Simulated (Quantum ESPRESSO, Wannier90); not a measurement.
Tight-binding from DFT: TlCl (CsCl type)

Cell from Materials Project (mp-23167), symmetrised, no further relaxation. COD (Crystallography Open Database) has an entry of this formula and space group (matched by these alone). Computed values, not measurements, from LDA: Quantum ESPRESSO (norm-conserving PseudoDojo potentials, cutoff 50 Ry, no spin polarisation, no spin-orbit coupling) on a Γ-centred 8×8×8 mesh, then Wannier90. Density: 8×8×8 mesh, cold smearing 0.01 Ry. Spin-orbit coupling is left out although heavy elements are present.

The plane-wave run has 20 bands and 20 electrons a cell. On the energy scale of pw.x, whose zero is arbitrary, the valence-band maximum lies at 5.03 eV.

Input w.win, without the blocks of cell, atoms and k-points (512 lines):

```
num_bands = 15
num_wann = 8
exclude_bands = 2-6
num_iter = 1000
conv_tol = 1.0e-6
conv_window = 4
dis_num_iter = 1000
dis_conv_tol = 1.0e-6
dis_froz_max = 8.41
write_hr = true
write_u_matrices = true
begin projections
f=-0.00786,-0.00665,0.00799: s;p
end projections
mp_grid = 8 8 8
```

Problem. This input has a fault. Which, and what does the program do?

Solution. wannier90.x -pp stops with:
```
w90_readwrite_get_projections: too few projection functions defined
```
The projections block defines fewer trial orbitals than num_wann. Mended as below, all else unchanged, the run goes through (Ω_I = 10.5 Å²) and follows the plane-wave bands to 2.9 meV rms (states up to 2.9 eV relative to the valence-band maximum).
```
f=0.49385,0.49249,0.49131: s;p
```
